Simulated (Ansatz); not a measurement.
A scan (energy against volume; even scaling of the relaxed cell, symmetry kept) gave these values. These are r2SCAN (plane waves to 500 eV, PAW, scalar-relativistic; Ansatz, a quantum-chemistry and plane-wave program) values and carry that method's errors.

| Item | Value |
|---|---|
| Bulk modulus B₀ (third-order Birch-Murnaghan fit) | 192 GPa |
| Pressure derivative B₀′ (fit) | 4.3 |
| Equilibrium volume of the fit | 17.74 Å³/atom |

Task: Of these crystals, all scanned alike, which one is it?
A. Ga₂Pt (fluorite type, space group Fm-3m)
B. Rh (fcc, Cu type)
C. Nb₃Au (A15, Cr3Si type)
D. C (diamond)

Result: C, Nb₃Au (A15, Cr3Si type). The others have, for the bulk modulus: Rh 281 GPa, Ga2Pt 134 GPa, C 451 GPa

All were relaxed with their symmetry unable to fall. Ga2Pt is run without spin polarisation. Nb3Au is run without spin polarisation. Rh is run without spin polarisation. Spin-orbit coupling is left out. This is a high-temperature form of Ga2Pt.

(A scan under strain: stresses follow from slopes of the energy per volume, elastic moduli from its curvatures.)
